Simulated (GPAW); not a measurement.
## Nb3In: energy against volume and a worked fit

Space group Pm-3n (No. 223). a = 5.303 Å, b = 5.303 Å, c = 5.303 Å, α = 90.00°, β = 90.00°, γ = 90.00°
```tsv
atom	site	symmetry	x	y	z
In	2a	m-3.	0.5000	0.5000	0.5000
Nb	6c	-4m.2	0.0000	0.5000	0.2500
```

The cell was scaled at fixed shape and fractions and run with GPAW, PAW data sets generated for this functional, cutoff 600 eV; PBEsol, k mesh 5 × 5 × 5 on the cell of 8 atoms, fermi-dirac occupations of 0.05 eV, no spin polarisation, no spin-orbit coupling. Energies are those that the program minimises, any entropy of the smearing included. For a metal such a mesh isn't converged to the digits shown.

```tsv
V (Å³/atom)	energy over the lowest row (meV/atom)
17.5228	11.18
17.8956	?
18.2684	0.00
18.6412	6.50
19.0141	19.96
19.3869	39.69
19.7597	65.02
```

Q: Fit the third-order Birch-Murnaghan form, give V0, B0 and B′, and predict the energy left open.

A: With y = (V0/V)^(2/3), E = E0 + (9 V0 B0/16) [(y - 1)³ B′ + (y - 1)² (6 - 4y)]. Least squares through the rows shown give V0 = 18.1384 Å³/atom, E0 = -0.48 meV, B0 = 168.4 GPa (1 eV/Å³ = 160.218 GPa) and B′ = 4.27, with a largest miss of 0.02 meV. At V = 17.8956 the form with these constants gives 1.27 meV; the run gave 1.26 meV an atom.
